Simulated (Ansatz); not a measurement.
BAs (zinc blende, F-43m), a = b = c = 4.7839 Å, α = β = γ = 90.00°; the cell used has 2 atoms.

Relaxed with r²SCAN.

Q: Tabulate the valence density and the electron localisation function along the shortest As–B contact (2.07 Å), plane-wave PAW r²SCAN (Ansatz code).

A: 

| distance from As (Å) | density (e/Å³) | ELF |
|---|---|---|
| 0.21 | 24.93 | 0.14 |
| 0.31 | 17.06 | 0.15 |
| 0.41 | 10.20 | 0.23 |
| 0.52 | 5.46 | 0.38 |
| 0.62 | 2.81 | 0.54 |
| 0.73 | 1.56 | 0.67 |
| 0.83 | 1.05 | 0.76 |
| 0.93 | 0.87 | 0.82 |
| 1.04 | 0.80 | 0.87 |
| 1.14 | 0.77 | 0.90 |
| 1.24 | 0.76 | 0.91 |
| 1.35 | 0.77 | 0.89 |
| 1.45 | 0.79 | 0.82 |
| 1.55 | 0.78 | 0.65 |
| 1.66 | 0.72 | 0.37 |
| 1.76 | 0.59 | 0.11 |
| 1.86 | 0.42 | 0.01 |

The density is the valence pseudo-density with augmentation charge, so density and ELF within about 1 Å of a nucleus are not all-electron values.

The cell was relaxed with r²SCAN under the symmetry of its start; phonons on a q-mesh show no instability.

Potentials: the later of the program's two PAW sets.
